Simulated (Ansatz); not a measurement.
**Bi₂Se₃, one cell by several methods**

```xyz
5
Lattice="2.0715 1.1960 9.3544 -2.0715 1.1960 9.3544 0.0000 -2.3920 9.3544" Properties=species:S:1:pos:R:3 pbc="T T T"
Bi    0.0000    0.0000   11.2478
Bi    0.0000    0.0000   16.8155
Se    0.0000    0.0000    0.0000
Se    0.0000    0.0000    5.9410
Se    0.0000    0.0000   22.1223
```

Atom numbers follow the list: Bi1, Bi2, Se3, Se4, Se5.

The cell is COD entry 9011965, as deposited and not checked against the literature; nothing was relaxed. The listed cell was then made from it by scaling, straining or moving an atom.

No spin–orbit coupling, which matters for the heavy atoms here.

Levels of theory: DFT, PBEsol, PAW with Ansatz's default frozen-core files, scalar-relativistic (Ansatz 0.2.0); DFT, PBEsol, all-electron PAW with datasets made for the crystal, scalar-relativistic (Ansatz 0.2.0); DFT, PBEsol, all-electron LAPW, scalar-relativistic (Ansatz 0.2.0).

For PAW: a Γ-centred 6×6×6 k mesh, Fermi–Dirac smearing of 0.03 eV, cutoff 420 eV, no spin polarisation; the PAW files were made with PBE, and the program remakes their frozen cores for this functional; the mesh is coarse along some axis. The crystal-made all-electron datasets (AE datasets) take a cutoff of 240 eV at this cell. LAPW targets a basis error of 0.5 meV/atom. The Ansatz runs share mesh, smearing and spin set-up. Plane-wave (PAW) pressures include the program's estimate of the Pulay term.

Stress and pressure are positive in compression.

```csv
quantity,PAW,AE datasets,LAPW
pressure (GPa),0.95,0.96,0.96
stress xx (GPa),0.68,0.70,0.70
stress zz (GPa),1.47,1.48,1.48
"force on Bi1, z (eV/Å)",-0.222,-0.222,-0.222
"force on Se4, z (eV/Å)",-0.282,-0.284,-0.284
```
